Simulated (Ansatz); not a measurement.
Data:

YIn₂Ni:
Space group Cmcm (No. 63); a = 4.3120 Å, b = 10.4677 Å, c = 7.2997 Å, α = 90.00°, β = 90.00°, γ = 90.00°

| atom | site | symmetry | x | y | z |
|---|---|---|---|---|---|
| Y | 4c | m2m | 0.0000 | 0.0675 | 0.7500 |
| In | 8f | m.. | 0.0000 | 0.6446 | 0.0497 |
| Ni | 4c | m2m | 0.0000 | 0.2126 | 0.2500 |
(The calculation used a cell of 8 atoms; values per cell refer to that cell.)

This is the r²SCAN-relaxed structure.

Task: All from the program Ansatz at the r²SCAN level (PAW), unless another level is named. Estimate the formation energy from the elements (no fitted shifts).

Result: -0.55 eV/atom.

Task: Predict the density of states at the Fermi level.

Result: 0.41 states/eV per atom (mean over ±0.08 eV).

The workflow started from a Materials Project entry (that database holds measured and hypothetical structures alike); the Crystallography Open Database files this formula in space group No. 63, but the cells were not matched. Its standing as an ambient phase is unchecked. Symmetry was held in the r²SCAN relaxation; its stability against distortions is not shown here. No spin polarisation was allowed. Axis ratios of metals converge slowly with the k-mesh, so a and c are less sure than the volume. The references are the lowest solids computed at this level, not always the standard phases. Scalar-relativistic: spin–orbit coupling is off unless named, which matters more the heavier the elements.

Potentials: the later of the program's two PAW sets.
